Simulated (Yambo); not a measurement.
Yambo run on a free-standing MoS2 monolayer (symmetry P-6m2, slab cell 16.1 Å high). The wavefunctions are PBEsol (Quantum ESPRESSO, PseudoDojo norm-conserving, 80 Ry, scalar-relativistic) ones on a 6×6×1 mesh (13 occupied bands); a = 3.1410 Å, b = 3.1410 Å, c = 16.1000 Å, α = 90.00°, β = 90.00°, γ = 120.00°.

Yambo input:

```
rim_cut
gw0
dyson
el_el_corr
HF_and_locXC
ppa
em1d
rim_w
RandQpts= 1000000
RandGvec= 2 Ry
CUTGeo= "slab z"
EXXRLvcs= 80 Ry
VXCRLvcs= 320 Ry
Chimod= "HARTREE"
% BndsRnXp
 2 | 48 |
%
NGsBlkXp= 8 Ry
% LongDrXp
 1.0 | 1.0 | 0.0 |
%
RandGvecW= 1000 mRy
PPAPntXp= 27.2114 eV
% GbndRnge
 1 | 48 |
%
GTermKind= "BG"
DysSolver= "n"
ExtendOut
% QPkrange
 7 | 7 | 13 | 14 |
%
```

k points by index: 7 = K.

The o-*.qp file then holds:

```
#    K-point    Band    Eo [eV]    E [eV]    E-Eo [eV]    Vxc [eV]    Vnlxc [eV]    Sc|Eo [eV]    Sc|E [eV]    dSc/dw|Eo [eV]    Re(Z)    Im(Z)
#
    7    13    0.000000    0.123036    0.123036    -16.29861    -16.83810    0.705446    0.662524    -9.506118    0.741087    -0.003187
    7    14    1.807169    2.761781    0.954612    -17.57382    -13.39369    -2.884912    -3.225515    -9.705709    0.737080    -0.003317
```
(The two width columns are left out.) Convergence of these settings isn't established.

Spin-orbit coupling is not included.

Geometry relaxed with PBEsol.
